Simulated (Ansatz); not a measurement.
VSi:
```yaml
crystal:
  lattice:
    - [0.00000, 3.00583, 3.00583]
    - [3.00583, 0.00000, 3.00583]
    - [3.00583, 3.00583, 0.00000]
  atoms:
    - { symbol: V, position: [0.00000, 0.00000, 0.00000] }
    - { symbol: Si, position: [0.25000, 0.25000, 0.25000] }
    - { symbol: V, position: [0.50000, 0.50000, 0.50000] }
    - { symbol: Si, position: [0.75000, 0.75000, 0.75000] }
```
The run is spin-polarised; directions of the spins, atom by atom: ↑ 0 ↓ 0.

Relaxed with r²SCAN. Special points in fractions of this cell's reciprocal vectors: Γ (0.000, 0.000, 0.000); X (0.500, 0.000, 0.500); U (0.625, 0.250, 0.625); K (0.375, 0.375, 0.750); L (0.500, 0.500, 0.500); W (0.500, 0.250, 0.750).

**Question.** List the band energies nearest the Fermi level at these points for the program Ansatz at the r²SCAN level (PAW).

**Answer.** In eV from the Fermi level; about four levels below and three above (degenerate sets whole), none deeper than 8.9 eV; points with the same levels are listed once.

| k | below | above |
|---|---|---|
| Γ ↑ | -5.08 -5.08 -5.08 -3.09 -2.41 -2.41 | 1.55 1.55 1.55 |
| X ↑ | -2.35 -1.43 -1.43 -1.39 | 1.11 1.11 1.43 |
| U ↑ | -2.08 -1.37 -1.25 -1.20 | 0.90 0.99 1.13 |
| L ↑ | -2.22 -1.00 -1.00 -0.65 | 1.21 1.21 2.85 |
| W ↑ | -2.67 -2.67 -1.41 -1.36 -1.10 | 0.92 1.03 1.03 |

Space group Pm-3m (CsCl type). The cell is a constructed one: a structure type filled with these elements; neither database checked (COD, Materials Project) lists it. Whether it is the stable phase at ambient conditions was not checked. Symmetry was held in the r²SCAN relaxation, as lowered by the spin order. At this level the phase is mechanically unstable. Magnetic state: antiferromagnetic, chosen from 3 collinear starts compared on coarse meshes (ties went to the first, and starts can fall back to one state), not a proven ground state. Other orbital occupations within this spin state were not tried. Point labels and valley counts follow the cell and symmetry of the run, lower than the named group.

Potentials: the earlier of the program's two PAW sets.
